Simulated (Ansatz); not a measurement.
ScNi3N (anti-perovskite, Pm-3m) at seven volumes, PBE in the plane-wave PAW code Ansatz, scaled uniformly. One row is withheld.

```
V (Å³/atom)  P (GPa)
-----------  -------
10.558         21.03
10.906         12.83
11.254          5.90
11.603          0.02
11.951         -4.95
12.299             ?
12.647        -12.72
```

Task: Fit the shown pressures and predict the withheld one.

Result: Third-order Birch–Murnaghan: P = (3/2)B₀(x^(7/2) − x^(5/2))[1 + (3/4)(B′ − 4)(x − 1)] with x = (V₀/V)^(2/3). Least squares on the six rows gives V₀ = 11.604 Å³/atom, B₀ = 179.6 GPa, B′ = 4.53. At V = 12.299, x = 0.9620 and P = -9.16 GPa. The run itself gave -9.16 GPa.

The start of the workflow was typed in or built on a structure type; neither database checked (COD, Materials Project) lists it. Whether it is the stable phase at ambient conditions was not checked. The cell was relaxed with PBE under the symmetry of its start; whether a distortion lowers the energy is not shown. The workflow began spin-polarised and lost its moments.

Potentials: the earlier of the program's two PAW sets.
